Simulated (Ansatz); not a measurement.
**Ca2MnAlO5: which magnetic order is lowest?**

```
Ca Mn Al O
1.0
    -7.47665    2.73129    2.61567
     7.47665   -2.73129    2.61567
     7.47665    2.73129   -2.61567
Ca Mn Al O
4 2 2 10
Cartesian
  5.8047 -0.1453 2.5796
  1.6719 2.8766 -0.0361
  5.8047 2.8766 -0.0361
  1.6719 -0.1453 2.5796
  0.0000 0.0000 0.0000
  7.4767 0.0000 0.0000
  3.7383 2.3314 2.3986
  3.7383 0.3999 -0.2171
  7.3045 1.3771 1.3099
  0.1721 1.3542 3.9256
  -0.1721 4.0855 1.3099
  0.1721 1.3771 1.3099
  12.7392 0.3627 0.1517
  -5.2625 2.3686 2.7674
  -2.2141 2.3686 2.7674
  9.6908 0.3627 0.1517
  3.7383 0.7538 3.2513
  3.7383 1.9775 0.6356
```

All energies were calculated with Ansatz 0.2.0 (r2SCAN with U_eff = 2.7 eV on Mn d (all-electron-ortho-atomic projectors); 500 eV; 6×6×6 Γ-centred mesh; fermi-dirac occupations of width 0.050 eV). The atoms are fixed and numbered as listed; spin is collinear, without spin-orbit coupling.

Different starts of the self-consistent cycle ended in different solutions. Their moments in μB:

| state | Mn5 | Mn6 | other atoms together | size of the net moment a cell |
| --- | --- | --- | --- | --- |
| A | 0.00 | 0.00 | 0.00 | 0.00 |
| B | 3.26 | -3.26 | 0.00 | 0.00 |
| C | 3.33 | 3.33 | 0.14 | 8.00 |

Site moments are taken in small spheres that don't touch (radius about 0.4 of the atom's shortest bond), so those of the magnetic atoms read low, and they needn't add up to the net moment. State A was run without spin polarisation.

Question: What is the order in energy at zero smearing?

Answer: State B (antiparallel, compensated) comes first by a margin too small to trust; C (parallel moments) lies 0.8 meV above it, A (without moments) lies 331 meV above it, all counted an atom of the cell. The two lowest differ by only 7.0 meV for each atom with a column above, which mesh or functional could overturn.

Question: Which states have a gap on the mesh, and what pressure does each exert on this cell?

Answer: A: gap 0.93 eV, -3.2 GPa; B: gap 1.50 eV, 1.2 GPa; C: no gap, 1.8 GPa (positive in compression). Moments take up room: without them the pressure is lower, so that state wants a smaller cell.

Question: What does magnetism gain here?

Answer: 331 meV an atom of the cell, or 2978 meV for each Mn atom, against state A, which has none. A run without spin would miss this and give wrong energies and forces. That state isn't the paramagnet, which keeps its moments, so this is no ordering energy, and a U raises it further by its penalty on part-filled orbitals.

The cell is that of a Crystallography Open Database entry, unchanged.

Caveats: only orders that fit this cell and collinear spins were tried, so the true order may need a larger cell or canted moments; atoms and cell are not relaxed, and each state would relax in its own way; the U is a value in common use, not computed for this crystal; one start a pattern, so a lower state of the same pattern may exist.
